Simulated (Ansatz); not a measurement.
## Core-level photoemission in BN

Cell: a COD entry, its atoms then relaxed with PBE in this cell, repeated to a supercell; a hole's nearest image is 5.1 Å away.

Space group F-43m (No. 216); a = 3.6150 Å.

| site | Wyckoff | site symmetry | x | y | z |
| --- | --- | --- | --- | --- | --- |
| B1 | 4a | -43m | 0.0000 | 0.0000 | 0.0000 |
| N9 | 4c | -43m | 0.2500 | 0.2500 | 0.2500 |

One atom of each set is listed; the run and its k-mesh use a cell of 16 atoms with edges of 5.11, 5.11, 5.11 Å.

Level of theory: DFT, PBE, plane waves and PAW, scalar-relativistic, 420 eV cutoff, Γ-centred 5×5×5 k-points, fixed occupations (Ansatz 0.2.0).

Each value is a total-energy difference between the cell with one core hole and the ground state (ΔSCF), counted from the top of the valence band. The cell with the hole is spin-polarised, as the shell with the hole is left with one unpaired spin. The periodic images are corrected with the calculated ε∞ = 4.61.

Task: What binding energies does the calculation give for B 1s, N 1s?

Result: 

| line | atom | first shell | E_B (eV) |
| --- | --- | --- | --- |
| B 1s | 1 | 4 N at 1.57 Å | 188.8 |
| N 1s | 9 | 4 B at 1.57 Å | 396.6 |

The program doubts some values: the cell is too small to check the potential alignment. Absolute PBE values can be off by an eV or more. Multiplets, satellites and widths aren't calculated.

Hardware: 1 thread of Arm Neoverse V2 (aarch64; 8 cores open to the job, memory cap 2.5 GiB, no GPU), a shared host with a load of 0.5 a core. Wall time 33 s, CPU time 33 s, peak memory 0.39 GiB.
